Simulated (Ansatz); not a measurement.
Suppose Na2MgScC6N6 takes space group Fm-3m (No. 225), with Na on 8c; Mg on 4b; Sc on 4a; C on 24e; N on 24e. The guess for Na2MgScC6N6 was made by a generator: cyanide-bridged rock-salt net of two metals, 2 guest cations a cell.

The calculation used Ansatz 0.2.0, DFT PBE, scalar-relativistic, plane waves, PAW. Cutoff 420 eV, Γ-centred mesh, Gaussian smearing, no spin polarisation.

The zero of energy is the elements' standard structures at the same level (N₂ as a molecule); no fitted shifts are applied.

Question: Which cell and coordinates does it relax to?

Answer:

Space group Fm-3m (No. 225). a = 11.243 Å, b = 11.243 Å, c = 11.243 Å, α = 90.00°, β = 90.00°, γ = 90.00°
| atom | site | symmetry | x | y | z |
| --- | --- | --- | --- | --- | --- |
| Na | 8c | -43m | 0.2500 | 0.7500 | 0.7500 |
| Mg | 4b | m-3m | 0.5000 | 0.0000 | 0.0000 |
| Sc | 4a | m-3m | 0.0000 | 0.0000 | 0.0000 |
| C | 24e | 4m.m | 0.2053 | 0.0000 | 0.0000 |
| N | 24e | 4m.m | 0.3097 | 0.0000 | 0.0000 |

Na is surrounded by 12 C at 4.01 Å and 12 N at 4.03 Å (long contacts); Mg is surrounded by 6 N at 2.14 Å; Sc is surrounded by 6 C at 2.31 Å; C is surrounded by 1 N at 1.17 Å, 1 Sc at 2.31 Å, 4 C at 3.26 Å, 1 Mg at 3.31 Å, 4 N at 3.94 Å, 4 Na at 4.01 Å and 4 N at 4.18 Å; around N lie 1 C at 1.17 Å, 1 Mg at 2.14 Å, 4 N at 3.03 Å, 1 Sc at 3.48 Å, 4 C at 3.94 Å, 4 Na at 4.03 Å and 4 C at 4.18 Å. Another local minimum with the same sites may exist.

Question: And its energy and gap?

Answer: The formation energy is −0.05 eV/atom and the gap on the 6×6×6 mesh of the 16-atom cell is 0 eV (a metal). It lies below the elements, which doesn't yet make it stable against other compounds or structures.

The last run used Gaussian smearing of 0.10 eV. The reference form of C is held partly by dispersion forces, which this level lacks. Symmetry constrained the relaxation, so the result can be a saddle point.
